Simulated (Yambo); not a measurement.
LiMgBN$_{2}$ (space group I-4m2, No. 119): one transition space (8×8×8 mesh, 6 valence and 4 conduction bands, Tamm-Dancoff) with different kernels in Yambo, on PBEsol orbitals; field along x. BSE alone uses the static screening with 36 bands and a 3 Ry block; its scissor and those of RPA and TDDFT come from G0W0, that of the TDHF-type run from bare exchange. Axes are Cartesian, with cell vectors (Å) (-1.91, 1.91, 4.44), (1.91, -1.91, 4.44), (1.91, 1.91, -4.44).

```csv
kernel,scissor (eV),direct gap with it (eV),lowest state (eV),rough cost
BSE (screened electron-hole attraction),1.77,5.16,4.23 (weak),1 (with the screening)
RPA (no attraction),1.77,5.16,5.16 (dark),about 1/2
"TDHF-type (unscreened attraction, exchange-only scissor)",7.56,10.95,6.76 (weak),within a factor of two
```

Costs are rough.

RPA leaves the lowest state at the direct gap: no bound exciton. These are vertical excitations (zero momentum); the indirect quasiparticle gap, about 4.19 eV, is smaller than the direct one (5.16 eV on the GW mesh). Spin singlets only. Strong means a line over 3 % of the spectrum's maximum, dark under 0.03 %. Absolute energies carry the error of the G0W0 scissor, whose convergence isn't established; the long-wavelength screening was taken along (1,1,1) although the crystal is anisotropic. Convergence of the binding with the mesh was not shown.

Geometry of the Materials Project entry, not relaxed at this level; primitive cell a = b = c = 5.200 Å, α = β = 136.91°, γ = 62.58°.

The structure is a Materials Project entry; no match was found in the copy of COD used, and its stability was not checked.
